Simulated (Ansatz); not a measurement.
Strain response of C

All numbers below come from DFT r2SCAN, scalar-relativistic, plane waves, PAW in Ansatz 0.2.0. (500 eV cutoff, 24×24×8 k-mesh, Gaussian smearing of 0.10 eV, no spin polarisation)

The relaxed crystal:

```
CELL_PARAMETERS angstrom
2.45581 0.00000 0.00000
-1.22790 2.12679 0.00000
0.00000 0.00000 7.03642
ATOMIC_POSITIONS crystal
C 0.00000 0.00000 0.25000
C 0.00000 0.00000 0.75000
C 0.33333 0.66667 0.25000
C 0.66667 0.33333 0.75000
```

Deformation: c alone is stretched, the rest of the cell is held and the atoms relax, all within the symmetry that the strain leaves. Energies are extrapolated to zero smearing.

| strain (%) | ΔE (meV/atom) | a (Å) | b (Å) | c (Å) |
| --- | --- | --- | --- | --- |
| -4.5 | 1.8 | 2.456 | 2.456 | 6.720 |
| -3.0 | 0.8 | 2.456 | 2.456 | 6.825 |
| -1.5 | 0.2 | 2.456 | 2.456 | 6.931 |
| +0.0 | 0.0 | 2.456 | 2.456 | 7.036 |
| +1.5 | 0.1 | 2.456 | 2.456 | 7.142 |
| +3.0 | 0.4 | 2.456 | 2.456 | 7.248 |
| +4.5 | 0.9 | 2.456 | 2.456 | 7.353 |

Problem. What stiffness (1/V) d²E/dε² at zero strain does a cubic fit over all points give?

Solution. A cubic fit gives (1/V) d²E/dε² = 23 GPa at zero strain (the elastic constant along c at held a and b).

Cost: 7 runs of about 2.5 core-minutes in all, on Intel Xeon Platinum 8259CL (Skylake/Cascade Lake) (shared hosts).